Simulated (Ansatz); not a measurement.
WC in space group P-6m2 (No. 187; W on 1a, C on 1f) at seven volumes, DFT-PBEsol in the program Ansatz with PAW potentials, shape and atoms relaxed at each. One row is withheld.

| V (Å³/atom) | P (GPa) |
|---|---|
| 9.361 | 46.80 |
| 9.670 | 28.68 |
| 9.978 | 13.21 |
| 10.287 | 0.00 |
| 10.595 | ? |
| 10.904 | -20.89 |
| 11.213 | -29.11 |

Question: Fit the shown pressures and predict the withheld one.

Answer: Third-order Birch–Murnaghan: P = (3/2)B₀(x^(7/2) − x^(5/2))[1 + (3/4)(B′ − 4)(x − 1)] with x = (V₀/V)^(2/3). Least squares on the six rows gives V₀ = 10.287 Å³/atom, B₀ = 405.8 GPa, B′ = 4.25. At V = 10.595, x = 0.9805 and P = -11.24 GPa. The run itself gave -11.27 GPa.

The PBEsol relaxation kept the symmetry of its start. The run is not spin-polarised. Scalar-relativistic: spin–orbit coupling is off unless named, which matters more the heavier the elements.

Potentials: the earlier of the program's two PAW sets. The files were generated under PBE; for other functionals the program regenerates the frozen cores, and for LDA and PBEsol the local potential too.
